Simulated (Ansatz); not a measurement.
Values for one crystal, relaxed and computed with DFT-PBEsol in the program Ansatz with PAW potentials; other levels are named.

```yaml
volume_per_atom: 19.87 Å³
electronic_character: metallic (no gap)
zone_centre_stability: no imaginary mode at Γ
Pressure derivative B′: 4.9
Elastic constants (relaxed ions, GPa): C11 = 116, C22 = 78.7, C33 = 79.5, C12 = 36.6, C13 = 38.6, C23 = 29.9, C44 = 34.2, C55 = 29.5, C66 = 31.2
Young's modulus: 75.5 GPa
Poisson's ratio: 0.26
```

**Question.** Which compound is it?
(A) Sn, diamond
(B) Ir, bcc (W type)
(C) Ga, Cmcm (Ga on 8g)
(D) Y, hcp (Mg type)

**Answer.** C, Ga, Cmcm (Ga on 8g)

The workflow started from a Materials Project entry (that database holds measured and hypothetical structures alike); the Crystallography Open Database files this formula in space group No. 63, but the cells were not matched. It is not the phase usual at ambient conditions (space group No. 64). The cell was relaxed with PBEsol under the symmetry of its start. As this level gives no gap, shear constants depend on the k-mesh and smearing (Fermi–Dirac, 0.1 eV here). Spin–orbit coupling is left out wherever it is not named.

Potentials: the earlier of the program's two PAW sets. The files were generated under PBE; for other functionals the program regenerates the frozen cores, and for LDA and PBEsol the local potential too.
